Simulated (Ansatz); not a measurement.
The cell is ZrSeTe as a Janus 1T monolayer; cell and atoms were relaxed with r2SCAN. The sheet's in-plane cell has a = 3.922 Å, b = 3.922 Å (γ = 120.0°), and its outermost atoms lie 3.30 Å apart along the normal. Zr is surrounded by 3 Se at 2.69 Å and 3 Te at 2.92 Å; Se is surrounded by 3 Zr at 2.69 Å; Te is surrounded by 3 Zr at 2.92 Å.

```
CELL_PARAMETERS angstrom
3.92204 0.00000 0.00000
-1.96102 3.39659 0.00000
0.00000 0.00000 31.08631
ATOMIC_POSITIONS crystal
Zr 0.00000 0.00000 0.29377
Se 0.33333 0.66667 0.34047
Te 0.66667 0.33333 0.23431
```
Periodic in the plane only; c spans the vacuum.

3 runs of Ansatz 0.2.0 on this cell differ in the functional (and in the settings that go with it). Levels are in eV from each run's valence top; v1 is the last filled band, c1 the first empty one.

Run A, mean stress -0.4 N/m (compression positive):

| point | v2 | v1 | c1 | c2 |
| --- | --- | --- | --- | --- |
| Γ | 0.00 | 0.00 | 1.02 | 1.02 |
| M | -2.19 | -1.40 | 0.45 | 2.55 |
| K | -2.88 | -2.59 | 1.84 | 2.22 |

Run B, mean stress -3.1 N/m (compression positive):

| point | v2 | v1 | c1 | c2 |
| --- | --- | --- | --- | --- |
| Γ | 0.00 | 0.00 | 0.43 | 0.43 |
| M | -1.92 | -1.23 | -0.07 | 1.74 |
| K | -2.52 | -2.28 | 1.09 | 1.48 |

Run C, mean stress 0.0 N/m (compression positive):

| point | v2 | v1 | c1 | c2 |
| --- | --- | --- | --- | --- |
| Γ | 0.00 | 0.00 | 0.70 | 0.70 |
| M | -2.00 | -1.28 | 0.21 | 2.07 |
| K | -2.60 | -2.37 | 1.45 | 1.80 |

Question: Match the runs to LDA, r2SCAN, HSE06.

Answer: A is HSE06, B is LDA, C is r2SCAN. In order of the gap: LDA none (overlap 0.07), r2SCAN 0.21, HSE06 0.45 eV. The stress vanishes for r2SCAN, which relaxed the cell.

These are computed values for a spin-unpolarised cell that may be hypothetical; none is a measurement.

No spin-orbit coupling is included; it can move band edges with weight on the heavy atoms by tenths of an eV.

The stress of a hybrid is loosely converged in these runs.

Where bands overlap, v1 and c1 are numbered by the electron count and aren't everywhere filled or empty.

Gaps or overlaps of about a tenth of an eV are at the limit of these meshes: between the points read a gap can be smaller or closed.

The meshes of the hybrids are coarse, so their gaps aren't converged to the digits shown.
